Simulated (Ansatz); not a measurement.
This guess for K₃Zr₂S is about to be relaxed.

```cif
data_structure
_symmetry_space_group_name_H-M 'P-6m2'
_symmetry_Int_Tables_number 187
_cell_length_a 4.6602
_cell_length_b 4.6602
_cell_length_c 9.2583
_cell_angle_alpha 90.000
_cell_angle_beta 90.000
_cell_angle_gamma 120.000
_cell_volume 174.13
loop_
_atom_site_label
_atom_site_type_symbol
_atom_site_symmetry_multiplicity
_atom_site_Wyckoff_symbol
_atom_site_fract_x
_atom_site_fract_y
_atom_site_fract_z
_atom_site_occupancy
K1 K 1 b 0.00000 0.00000 0.50000 1
K2 K 1 c 0.33333 0.66667 0.00000 1
K3 K 1 d 0.33333 0.66667 0.50000 1
Zr1 Zr 2 i 0.66667 0.33333 0.24507 1
S1 S 1 a 0.00000 0.00000 0.00000 1
```

These are results of DFT PBE, scalar-relativistic, plane waves, PAW (Ansatz 0.2.0), not measurements. Cutoff 420 eV, Gaussian smearing, Γ-centred meshes. Cell and atoms relax first on a coarse mesh and then on a finer one. In between, the cell is made exact in the group found at 0.06 Å. In metals the finer mesh still leaves noise of several meV/atom or more. The steps can't lower the symmetry of their start. No spin polarisation in the relaxation; trial moments died out in a coarse test.

A guess keeps its type if space group and coordination stay and the shape of the cell changes little (axis ratios within about 15 %, angles within 6°); the volume may change.

Task: Does it keep its structure type, or change into something else?

Result: It doesn't keep its type. The symmetry stays P-6m2 (No. 187). The volume per atom grows by 14.4 %, from 29.0 to 33.2 Å³. The shortest distance goes from 2.69 Å (K–S and K–K) to 2.30 Å (Zr–Zr). The ratio c/a of the conventional cell changes by a factor of 0.52. Counting neighbours within 15 % of an atom's shortest distance, the start has K 3, S 3, Zr 12 and the end K 5, S 5, Zr 1. In detail, at the end K on its first site has 2 S at 3.13 Å, 3 K at 3.50 Å and 6 Zr at 4.02 Å; around Zr lie 1 Zr at 2.30 Å, 3 K at 3.68 Å, 3 S at 3.68 Å, 1 Zr at 3.97 Å and 6 K at 4.02 Å; S is surrounded by 2 K at 3.13 Å, 3 K at 3.50 Å and 6 Zr at 3.68 Å; 2 more sites not described.

```yaml
crystal:
  lattice:
    - [6.05779, 0.00000, 0.00000]
    - [-3.02890, 5.24620, 0.00000]
    - [0.00000, 0.00000, 6.26770]
  atoms:
    - { symbol: K, position: [0.33333, 0.66667, 0.50000] }
    - { symbol: K, position: [0.66667, 0.33333, 0.00000] }
    - { symbol: K, position: [0.66667, 0.33333, 0.50000] }
    - { symbol: Zr, position: [0.00000, 0.00000, 0.18350] }
    - { symbol: Zr, position: [0.00000, 0.00000, 0.81650] }
    - { symbol: S, position: [0.33333, 0.66667, 0.00000] }
```

The last run used a 12×12×6 mesh (in the run's order of axes) for its 6-atom cell and Gaussian smearing of 0.10 eV. A structure relaxed within its symmetry needn't be a true minimum. Another cell of K3Zr2S relaxed alike but with spin, in P-3m1, lies 53 meV/atom lower, so this cell isn't the stable form at this level.
